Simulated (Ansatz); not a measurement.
Al3GaO6 (corundum sites, R3): zone-centre phonons and dielectric response

Perturbation theory with PBEsol in Ansatz on the PBEsol cell, ground state and force constants on a 6×6×6 mesh. The cell comes from a prototype generator: it can be a known phase or a hypothetical one. Spin polarisation is off.

It is trigonal, R3 (No. 146); conventional cell a = 4.831 Å, c = 13.120 Å, 8.84 Å³ an atom. Al has 6 O at 1.87–1.98 Å; Al has 6 O at 1.87–1.97 Å; Al has 6 O at 1.87–1.96 Å; Ga has 6 O at 1.91–2.09 Å; O has 3 Al at 1.87–1.98 Å and 1 Ga at 1.91 Å; O has 3 Al at 1.87–1.96 Å and 1 Ga at 2.09 Å.

```cif
data_structure
_symmetry_space_group_name_H-M 'R3:H'
_symmetry_Int_Tables_number 146
_cell_length_a 4.8306
_cell_length_b 4.8306
_cell_length_c 13.1198
_cell_angle_alpha 90.000
_cell_angle_beta 90.000
_cell_angle_gamma 120.000
_cell_volume 265.13
loop_
_atom_site_label
_atom_site_type_symbol
_atom_site_symmetry_multiplicity
_atom_site_Wyckoff_symbol
_atom_site_fract_x
_atom_site_fract_y
_atom_site_fract_z
_atom_site_occupancy
Al1 Al 3 a 0.66667 0.33333 0.18663 1
Al2 Al 3 a 0.33333 0.66667 0.31461 1
Al3 Al 3 a 0.33333 0.66667 0.01574 1
Ga1 Ga 3 a 0.00000 0.00000 0.14182 1
O1 O 9 b 0.65191 0.02636 0.08327 1
O2 O 9 b 0.69135 0.68730 0.25269 1
```

Optical modes without the longitudinal term:

| ω (cm⁻¹) | degeneracy | IR intensity, summed over the level ((D/Å)²/amu) |
| --- | --- | --- |
| 214 | 1 | 3.71 |
| 271 | 2 | 5.34 |
| 344 | 1 | 14.06 |
| 350 | 2 | 0.16 |
| 385 | 1 | 21.20 |
| 389 | 2 | 6.58 |
| 406 | 2 | 14.28 |
| 426 | 2 | 11.71 |
| 500 | 1 | 0.01 |
| 515 | 2 | 25.01 |
| 538 | 1 | 1.65 |
| 544 | 2 | 57.11 |
| 561 | 1 | 21.06 |
| 598 | 2 | 6.23 |
| 599 | 1 | 0.96 |
| 655 | 1 | 0.09 |
| 712 | 2 | 0.13 |
| 716 | 1 | 0.01 |

All optical modes at Γ are real, from 214 to 716 cm⁻¹ without the longitudinal term; this says nothing of other wave vectors. With the long-range field the highest mode reaches 830 cm⁻¹. Of the real levels 18 are infrared active, the strongest at 544 cm⁻¹.

ε∞: 3.57 along x and y, 3.50 along z. With the ions relaxed, ε⁰ is 10.5 along x and y, 13.6 along z. Born charges, averaged over directions: Al +2.99 to +3.05, Ga +3.15, O -2.04 e. The program notes that the ground state's band table doesn't vouch for all the bands that the response reads.

For comparison, on the r2SCAN cell the mean ε∞ is 3.28 with r2SCAN (ground state on 6×6×6; least gap 5.77 eV).
